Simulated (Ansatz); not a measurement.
## Data sheet: Si (DFT)

Si:
```yaml
crystal:
  lattice:
    - [-3.32367, 3.32367, 3.32367]
    - [3.32367, -3.32367, 3.32367]
    - [3.32367, 3.32367, -3.32367]
  atoms:
    - { symbol: Si, position: [0.20144, 0.20144, 0.20144] }
    - { symbol: Si, position: [0.50000, 0.00000, 0.29856] }
    - { symbol: Si, position: [0.29856, 0.50000, 0.00000] }
    - { symbol: Si, position: [0.00000, 0.29856, 0.50000] }
    - { symbol: Si, position: [0.79856, 0.79856, 0.79856] }
    - { symbol: Si, position: [0.50000, 0.00000, 0.70144] }
    - { symbol: Si, position: [0.70144, 0.50000, 0.00000] }
    - { symbol: Si, position: [0.00000, 0.70144, 0.50000] }
```

Space group Ia-3 (No. 206); conventional cell a = b = c = 6.6473 Å, α = β = γ = 90.00°.

Method: DFT-r²SCAN in the program Ansatz with PAW potentials. Structure relaxed to zero pressure with the same functional. Other levels are named where they apply.

Cell and energy:

- Volume per atom: 18.36 Å³
- Density: 2.54 g/cm³

Electronic structure:

- Electronic character: no gap, with almost no states at the Fermi level (zero-gap or semimetallic)
- Density of states at the Fermi level: 0.03 states/eV per atom (mean over ±0.08 eV)

Mechanics:

Bulk modulus (Birch–Murnaghan fit): 91.5 GPa
Pressure derivative B′: 4.3
Elastic constants (relaxed ions, GPa): C11 = 191, C12 = 41.3, C44 = 73.0
Mechanical stability: stable (all eigenvalues of C positive)
Hill bulk and shear moduli: 91.3 and 73.8 GPa
Young's modulus: 174 GPa
Poisson's ratio: 0.18
Debye temperature from the elastic constants: 670 K

Phonons:

Highest zone-centre frequency: 454 cm⁻¹
Zone-centre stability: no imaginary mode at Γ

The workflow started from an entry of the Crystallography Open Database (COD), which files this formula under 3 space groups. It is not the phase usual at ambient conditions (space group No. 227). Symmetry was held in the r²SCAN relaxation. As this level gives no gap, shear constants depend on the k-mesh and smearing (Fermi–Dirac, 0.1 eV here). As this level gives no gap, phonon frequencies hold no LO–TO term and depend on the k-mesh and smearing (Fermi–Dirac, 0.1 eV here).

Potentials: the earlier of the program's two PAW sets.
